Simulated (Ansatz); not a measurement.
RbIn6Au4:
```cif
data_Au4In6Rb
_chemical_formula_sum 'Au4 In6 Rb1'
_space_group_name_H-M_alt 'P-6m2'
_space_group_IT_number 187
_space_group_name_Hall 'P -6 2'
_cell_length_a 8.14810
_cell_length_b 8.14810
_cell_length_c 4.51788
_cell_angle_alpha 90.000
_cell_angle_beta 90.000
_cell_angle_gamma 120.000
loop_
_atom_site_label
_atom_site_type_symbol
_atom_site_symmetry_multiplicity
_atom_site_Wyckoff_symbol
_atom_site_fract_x
_atom_site_fract_y
_atom_site_fract_z
_atom_site_occupancy
Au1 Au 1 c 0.33333 0.66667 0.00000 1
Au2 Au 3 k 0.41054 0.20527 0.50000 1
In1 In 3 k 0.19736 0.39472 0.50000 1
In2 In 3 j 0.53498 0.06995 0.00000 1
Rb1 Rb 1 a 0.00000 0.00000 0.00000 1
```

Relaxed with r²SCAN.

Tabulate the valence density and the electron localisation function along the shortest Au–In contact (2.84 Å), plane-wave PAW r²SCAN (Ansatz code).



| distance from Au (Å) | density (e/Å³) | ELF |
|---|---|---|
| 0.28 | 11.77 | 0.69 |
| 0.43 | 8.90 | 0.61 |
| 0.57 | 6.10 | 0.56 |
| 0.71 | 3.67 | 0.51 |
| 0.85 | 1.77 | 0.43 |
| 0.99 | 0.84 | 0.36 |
| 1.14 | 0.52 | 0.31 |
| 1.28 | 0.36 | 0.32 |
| 1.42 | 0.30 | 0.33 |
| 1.56 | 0.30 | 0.28 |
| 1.71 | 0.36 | 0.23 |
| 1.85 | 0.53 | 0.23 |
| 1.99 | 0.97 | 0.26 |
| 2.13 | 1.97 | 0.22 |
| 2.27 | 3.77 | 0.11 |
| 2.42 | 6.36 | 0.03 |
| 2.56 | 9.38 | 0.00 |

The density is the valence pseudo-density with augmentation charge, so density and ELF within about 1 Å of a nucleus are not all-electron values.

The workflow started from an entry of the Crystallography Open Database (COD, 293 K). Its standing as an ambient phase is unchecked. The r²SCAN relaxation kept the symmetry of its start; its stability against distortions is not shown here. Scalar-relativistic: spin–orbit coupling is off unless named, which matters more the heavier the elements.

Potentials: the later of the program's two PAW sets.
